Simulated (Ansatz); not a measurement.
NbSi:
```xyz
4
Lattice="3.1889 0.0000 0.0000 -1.5945 2.7617 0.0000 0.0000 0.0000 7.5186" Properties=species:S:1:pos:R:3 pbc="T T T"
Nb     0.0000     0.0000     0.0000
Nb     0.0000     0.0000     3.7593
Si     0.0000     1.8411     1.8796
Si     1.5945     0.9206     5.6389
```

Relaxed with PBE. Special points in fractions of this cell's reciprocal vectors: Γ (0.000, 0.000, 0.000); M (0.500, 0.000, 0.000); K (0.333, 0.333, 0.000); A (0.000, 0.000, 0.500); L (0.500, 0.000, 0.500); H (0.333, 0.333, 0.500).

List the band energies nearest the Fermi level at these points for plane-wave PAW PBE (Ansatz code).

In eV from the Fermi level; about four levels below and three above (degenerate sets whole), none deeper than 8.9 eV; … stands for higher levels left out; points with the same levels are listed once.

| k | below | above |
|---|---|---|
| Γ | -2.66 -0.48 -0.48 -0.07 | 0.15 0.15 0.99 |
| M | -2.16 -1.71 -1.02 -0.70 | 1.12 2.08 2.72 |
| K | -2.51 -2.51 -1.37 -0.35 -0.35 | 2.07 2.07 2.24 |
| A | -0.19 -0.19 -0.19 -0.19 | 0.32 0.32 1.50 1.50 1.50 1.50 |
| L | -1.13 -1.13 -0.32 -0.32 | 2.97 2.97 3.85 3.85 |
| H | -2.46 -2.46 -0.45 -0.45 | 3.28 3.28 … |

Space group P6_3/mmc (NiAs type). A made-up cell: these elements were put on the sites of a structure type; neither database checked (COD, Materials Project) lists it. Its standing as an ambient phase is unchecked. The PBE relaxation kept the symmetry of its start; whether a distortion lowers the energy is not shown. The run is not spin-polarised. Scalar-relativistic: spin–orbit coupling is off unless named, which matters more the heavier the elements.

Potentials: the later of the program's two PAW sets.
